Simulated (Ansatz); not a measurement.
Ansatz input (lattice in Å, positions in fractions of it)
```yaml
crystal:
  lattice:
    - [5.3, 0, 0]
    - [0, 5.3, 0]
    - [0, 0, 5.3]
  atoms:
    - { symbol: Ho, position: [0, 0, 0], spin: 4 }
    - { symbol: Ho, position: [0.5, 0.5, 0], spin: 4 }
    - { symbol: Ho, position: [0.5, 0, 0.5], spin: -4 }
    - { symbol: Ho, position: [0, 0.5, 0.5], spin: -4 }
    - { symbol: O, position: [0.75, 0.25, 0.25] }
    - { symbol: O, position: [0.25, 0.75, 0.25] }
    - { symbol: O, position: [0.25, 0.25, 0.75] }
    - { symbol: O, position: [0.25, 0.75, 0.75] }
    - { symbol: O, position: [0.75, 0.25, 0.75] }
    - { symbol: O, position: [0.75, 0.75, 0.25] }
kpoints:
  mp_grid: { grid: [3, 3, 3] }
hamiltonian:
  xc: r2scan
  pseudopotentials:
    kind: all_electron
    nuclear_model: point
    lapw: { basis_error: "0.25 meV" }
scf:
  occupations: { method: fermi_dirac, width: 0.05 }
  convergence: { dr2_threshold: "1e-9 eV" }
  max_iter: 300
  lower_state_search: "off"
output:
  forces: true
  stress: true
  eigenvalues: true
magnetization:
  spin_polarized: true
```

Level of theory: r²SCAN, all-electron LAPW, point nucleus (Ansatz).

Question: Does this run converge?

Answer: No. No converged result was reached. The limit was 300 steps. The program reported: did not converge after 300 iterations: onsite_residual = 6.60e-4 (threshold 1.00e-9).
